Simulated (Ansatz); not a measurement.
The elements of this relaxed trial crystal are hidden behind letters.

```
lattice vectors (Å)
   2.7492    0.0000    0.0000
  -1.3746    2.3808    0.0000
   0.0000    0.0000    9.1406
fractional positions
X 0.6667 0.3333 0.5000
Z 0.6667 0.3333 0.0000
Z 0.3333 0.6667 0.7311
Z 0.3333 0.6667 0.2689
```

The calculation used DFT PBE, scalar-relativistic, plane waves, PAW in Ansatz 0.2.0. Plane waves to 420 eV, an 18×18×6 mesh through Γ for the 4-atom cell and 0.10 eV Gaussian smearing; collinear spin.

| Property | Result |
| --- | --- |
| Space group | P-6m2 (No. 187) |
| Conventional cell | a = 2.749 Å, c = 9.141 Å |
| Volume per atom | 14.96 Å³ |
| Density | 17.79 g/cm³ |
| Energy over the elements | −0.11 eV/atom |
| Gap on the 18×18×6 mesh of the 4-atom cell | 0 eV (a metal) |
| Net moment per atom | 0.92 μB |

Energies are uncorrected and count from the elements' standard states at the same level.

**Question.** X is a d-block element of period 4 and Z is a d-block element of period 6. Which elements are they?

**Answer.** X = Fe, Z = Pt, so the formula is FePt3. Density times volume gives a mean mass of 17.79 × 14.96/1.6605 = 160.3 u per atom, and this set has 160.3 u. Fe has 6 Pt at 2.64 Å and 6 Fe at 2.75 Å; Pt on a site of symmetry -6m2 has 6 Pt at 2.75 Å and 6 Pt at 2.93 Å; Pt on a site of symmetry 3m is surrounded by 3 Fe at 2.64 Å, 6 Pt at 2.75 Å and 3 Pt at 2.93 Å. Other sets within the hints have nearly the same mass, so mass alone doesn't settle it; this one was computed.

These runs have no spin–orbit coupling, which can matter for Pt. Another magnetic order may lie lower. A later test with randomly moved atoms came back to the same energy, though modes that don't fit the test's cell weren't probed.
